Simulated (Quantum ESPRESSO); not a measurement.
Space group Fm-3m (No. 225); a = b = c = 9.199 Å, α = β = γ = 90.00°

```csv
atom,site,symmetry,x,y,z
F,24e,4m.m,0.0000,0.0000,0.2214
K,4b,m-3m,0.5000,0.5000,0.5000
Sc,4a,m-3m,0.0000,0.0000,0.0000
Rb,8c,-43m,0.2500,0.2500,0.2500
```
(The calculation used a cell of 10 atoms; values per cell refer to that cell.)

The geometry is that of Materials Project entry mp-9349, symmetrised and not relaxed again.

Task: What does LDA (Quantum ESPRESSO, PseudoDojo norm-conserving, 84 Ry, scalar-relativistic) give for the electronic structure near the Fermi level?

Result: The LDA gap is direct, 6.00 eV at Γ. Another valence extremum on the path lies within 0.02 eV, too close to call. 

The structure is a Materials Project entry; no match was found in the copy of COD used, and its stability was not checked.
